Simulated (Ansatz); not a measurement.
A distorted cell of GaN (wurtzite):

```
CELL_PARAMETERS angstrom
      3.30168     0.00000     0.00000
     -1.65084     2.85934     0.00000
      0.00000     0.00000     4.94667
ATOMIC_POSITIONS crystal
  Ga 0.66667 0.33333 0.00099
  Ga 0.33333 0.66667 0.50099
  N  0.66667 0.33333 0.62421
  N  0.33333 0.66667 0.12421
```

The numbers are results of r2SCAN (plane waves to 500 eV, PAW, scalar-relativistic; Ansatz, a first-principles code), not measurements. k mesh 12×12×7 (Γ-centred), Fermi-Dirac smearing 0.05 eV. E stands for the smeared free energy. Compression counts positive. As the atoms are clamped, bonds stretch with the cell, which overstates energies and stresses. GaN was relaxed with its symmetry unable to fall.

Q: Give the stress tensor in GPa and the pressure.

A: 
```
  -13.9      0.0      0.0
    0.0    -13.9      0.0
    0.0      0.0     18.8
```
The pressure, a third of the trace, is -3.0 GPa.

Q: It is the relaxed cell deformed to V/V₀ = 1.027, (c/a)/(c/a)₀ = 0.920, c along z, fractional positions held. What is its energy relative to the relaxed cell?

A: 69.3 meV/atom.

(Under strain, the slope of the energy per volume gives the stress and its curvature an elastic modulus.)
